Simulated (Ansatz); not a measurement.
# Be3CdS4: rattling a relaxed structure

The cell was found from a proposed guess, not taken from experiment.

Method: DFT PBE, scalar-relativistic, plane waves, PAW in Ansatz. Plane waves to 420 eV, a k mesh through Γ of 6×6×6 on the computed 8-atom cell and Gaussian smearing (0.02 eV); no spin polarisation.

The cell below (8 atoms, space group I-42m (No. 121)) is relaxed within its symmetry.

```xyz
8
Lattice="-2.5834 2.5834 5.0645 2.5834 -2.5834 5.0645 2.5834 2.5834 -5.0645" Properties=species:S:1:pos:R:3 pbc="T T T"
Be    2.5834    0.0000    2.5323
Be    0.0000    2.5834    2.5323
Be    0.0000    0.0000    5.0645
Cd    0.0000    0.0000    0.0000
S     1.1310    1.1310    3.6675
S     1.4525    1.4525   -1.3970
S    -1.1310    1.1310    6.4615
S     1.1310   -1.1310    6.4615
```

For the test it was strained at random (σ = 1.5 % a component), the atoms were moved at random (σ = 0.05 Å), and all was relaxed again on a coarse 4×4×4 mesh (in the run’s order of axes) with 0.10 eV smearing, with no symmetry imposed.

**Question.** Is the structure stable against such a distortion?

**Answer.** It returns, within 1 meV/atom of the unmoved cell on that mesh and with the same symmetry when read at 0.1 Å. No instability shows in this cell; modes of other wave vectors, which need another repeat, aren't tested.
